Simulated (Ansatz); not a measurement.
**In2Ge2O7: the gap from level to level**

A database entry relaxed whole under r2SCAN at zero pressure (C2/m, No. 12):

```xyz
11
Lattice="3.3528 -4.4110 -0.0111 3.3528 4.4110 -0.0111 -1.0549 0.0000 4.8297" Properties=species:S:1:pos:R:3 pbc="T T T"
In    2.8253    1.7012    2.4038
In    2.8253   -1.7012    2.4038
Ge    0.6094    0.0000    4.3758
Ge    5.0412    0.0000    0.4317
O     0.0000    0.0000    0.0000
O     2.4995    0.0000    1.0872
O     3.1512    0.0000    3.7203
O     0.8581   -1.4585    3.4318
O     4.7926   -1.4585    1.3758
O     4.7926    1.4585    1.3758
O     0.8581    1.4585    3.4318
```

Its volume is 12.98 Å³ an atom, +3.4 % against the entry's 12.54, a cell as deposited in COD (1973).

Single points on this cell with plane-wave PAW DFT (Ansatz 0.2.0; r2SCAN 500 eV, hybrids 420 eV; fermi-dirac occupations of width 0.020 eV; no moments): r2SCAN on a 4×4×6 Γ-centred mesh; r2SCAN with spin-orbit coupling on a 2×2×2 Γ-centred mesh; HSE06 on a 2×2×2 Γ-centred mesh; PBE0 on a 2×2×2 Γ-centred mesh.

Q: What does each level give for gap and charges?

A: The runs give:

```csv
level,"gap (eV), or kind",pressure (GPa),Bader charge of In (e),Bader charge of Ge (e),Bader charge of O (e)
r2SCAN,2.74,0.0,+2.04,+2.54,-1.31
r2SCAN with spin-orbit coupling,2.74,-0.2,+2.05,+2.54,-1.31
HSE06,3.88,-0.5,+2.06,+2.56,-1.32
PBE0,4.62,-0.6,+2.06,+2.55,-1.32
```

Under r2SCAN the gap is 2.74 eV, over mesh and band path. HSE06 moves it by +1.14 eV and PBE0 by +1.88 eV; PBE0 keeps its exact exchange at long range, which widens the gap over HSE06's by 0.74 eV on their common mesh. Spin-orbit coupling moves the r2SCAN gap by +0.00 eV.

Caveats: the relaxation kept the start's symmetry; HSE06 is read on its mesh and at the zone's corners, PBE0 on its mesh alone; hybrid pressures are good to a few tenths of a GPa; pressure is positive in compression.
